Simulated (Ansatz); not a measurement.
The elements of this relaxed trial crystal are hidden behind letters.

```
lattice vectors (Å)
   3.1832    0.0000    0.0000
  -1.5916    2.7568    0.0000
   0.0000    0.0000   13.5528
fractional positions
X 0.6667 0.3333 0.8926
X 0.3333 0.6667 0.6921
X 0.6667 0.3333 0.5000
X 0.3333 0.6667 0.3079
X 0.6667 0.3333 0.1074
Z 0.3333 0.6667 0.0000
```

Level of theory: DFT PBE, scalar-relativistic, plane waves, PAW (Ansatz 0.2.0). Settings of the last relaxation (6-atom cell): 420 eV, 12×12×4 k points, Gaussian smearing of 0.10 eV, no spin polarisation.

| Item | Value |
| --- | --- |
| Space group | P-6m2 (No. 187) |
| Conventional cell | a = 3.183 Å, c = 13.553 Å |
| Volume per atom | 19.82 Å³ |
| Density | 6.56 g/cm³ |
| Energy over the elements | −0.38 eV/atom |
| Gap on the 12×12×4 mesh of the 6-atom cell | 0 eV (a metal) |

Energies are uncorrected and count from the elements' standard states at the same level.

Problem. X is a d-block element of period 5 and Z is a p-block element of period 2. Which elements are they?

Solution. X = Zr, Z = N, so the formula is Zr5N. Density times volume gives a mean mass of 6.56 × 19.82/1.6605 = 78.3 u per atom, and this set has 78.4 u. Among the elements that the hints allow, noble gases aside, only these give it. Around Zr on a site of symmetry 3m lie 3 N at 2.34 Å, 1 Zr at 2.91 Å and 9 Zr at 3.18–3.28 Å; Zr on a second site of symmetry 3m is surrounded by 12 Zr at 3.18–3.28 Å; N has 6 Zr at 2.34 Å; 1 more site not described.

A structure relaxed within its symmetry needn't be a true minimum.
